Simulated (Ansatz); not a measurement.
# Rb4Sn, before and after

The guess for Rb4Sn was made by a generator: random cell by space group and Wyckoff sites (P6/mmm, No. 191). The dimensions are guesses.

start.cif

```cif
data_structure
_symmetry_space_group_name_H-M 'P6/mmm'
_symmetry_Int_Tables_number 191
_cell_length_a 6.6662
_cell_length_b 6.6662
_cell_length_c 5.6404
_cell_angle_alpha 90.000
_cell_angle_beta 90.000
_cell_angle_gamma 120.000
_cell_volume 217.07
loop_
_atom_site_label
_atom_site_type_symbol
_atom_site_symmetry_multiplicity
_atom_site_Wyckoff_symbol
_atom_site_fract_x
_atom_site_fract_y
_atom_site_fract_z
_atom_site_occupancy
Rb1 Rb 3 g 0.50000 0.00000 0.50000 1
Rb2 Rb 1 a 0.00000 0.00000 0.00000 1
Sn1 Sn 1 b 0.00000 0.00000 0.50000 1
```

The calculation used Ansatz, DFT PBE, scalar-relativistic, plane waves, PAW. Cutoff 420 eV, Gaussian smearing, Γ-centred meshes. Cell and atoms relax first on a coarse mesh and then on a finer one. In between, the cell is made exact in the group found at 0.06 Å. In metals the finer mesh still leaves noise of several meV/atom or more. The steps can't lower the symmetry of their start. No spin polarisation.

end.cif

```cif
data_structure
_symmetry_space_group_name_H-M 'P6/mmm'
_symmetry_Int_Tables_number 191
_cell_length_a 8.1658
_cell_length_b 8.1658
_cell_length_c 7.1956
_cell_angle_alpha 90.000
_cell_angle_beta 90.000
_cell_angle_gamma 120.000
_cell_volume 415.53
loop_
_atom_site_label
_atom_site_type_symbol
_atom_site_symmetry_multiplicity
_atom_site_Wyckoff_symbol
_atom_site_fract_x
_atom_site_fract_y
_atom_site_fract_z
_atom_site_occupancy
Rb1 Rb 3 g 0.50000 0.00000 0.50000 1
Rb2 Rb 1 a 0.00000 0.00000 0.00000 1
Sn1 Sn 1 b 0.00000 0.00000 0.50000 1
```

The symmetry stays P6/mmm (No. 191). The volume per atom grows by 91.4 %, from 43.4 to 83.1 Å³. The shortest distance goes from 2.82 Å (Rb–Sn) to 3.60 Å (Rb–Sn). The energy falls by about 0.70 eV/atom (the start's value is from the coarse mesh).

```yaml
Volume_per_atom: 83.11 Å³
Density: 1.84 g/cm³
Energy_over_the_elements: +0.09 eV/atom
Gap_on_the_6×6×6_mesh_of_the_5-atom_cell: 0 eV (a metal)
```

Energies over the elements count from the elements' standard structures at the same level, with no fitted energy shifts. The references include grey tin. It can't be a ground state, since the elements alone are lower.

The last run used Gaussian smearing of 0.10 eV. Symmetry constrained the relaxation, so the result can be a saddle point. In all, the 4 runs took 2.4 min on 1 thread of Intel(R) Xeon(R) Processor @ 2.70GHz, with other jobs on the host.
